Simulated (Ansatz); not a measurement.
## Ionic part of the dielectric constant of Be₃Se₂S, mode by mode

Computed with Ansatz, DFT PBE, scalar-relativistic, plane waves, PAW. Plane waves to 420 eV; Γ-centred k mesh 8×8×8; fixed occupations. No spin polarisation. Phonons by linear response, acoustic sum rule imposed.

Space group Imm2 (No. 44), orthorhombic, a = 3.591 Å, b = 10.770 Å, c = 5.074 Å. Be on a site of symmetry m is surrounded by 1 S at 2.11 Å and 3 Se at 2.23–2.24 Å; around Be on a site of symmetry mm2 lie 2 S at 2.15 Å and 2 Se at 2.24 Å; around Se lie 4 Be at 2.23–2.24 Å; S is surrounded by 4 Be at 2.11–2.15 Å.

The cell was found from a proposed guess, not taken from experiment. The run warned that its linear response isn't converged on this k mesh, so dielectric tensors, Born charges and infrared intensities are rough, and the frequencies may be too.

The primitive cell has V = 98.11 Å³ and ε∞,zz = 5.772. Each polar mode adds Δε = (4.92064×10⁷/V)·S/ν² along z, with S its oscillator strength in e²/amu, ν in cm⁻¹ and V in Å³.

Question: From these modes, find each Δε and ε0,zz.
| ν (cm⁻¹) | S_zz (e²/amu) |
| --- | --- |
| 263.94 | 0.00062 |
| 473.70 | 0.1373 |
| 520.19 | 0.8234 |
| 558.43 | 0.03623 |

Answer:
```
ν (cm⁻¹)    Δε
  263.94  0.00
  473.70  0.31
  520.19  1.53
  558.43  0.06
```

The sum is 1.90, so ε0,zz = 7.67; the run's tensor has 7.67.

Question: Where do the longitudinal modes lie for a wave vector along z?

Answer: At 264.01, 478.26, 555.65, 596.65 cm⁻¹. The Lyddane–Sachs–Teller product Π(ν_LO/ν_TO)² = 1.33 agrees with ε0/ε∞ = 1.33.
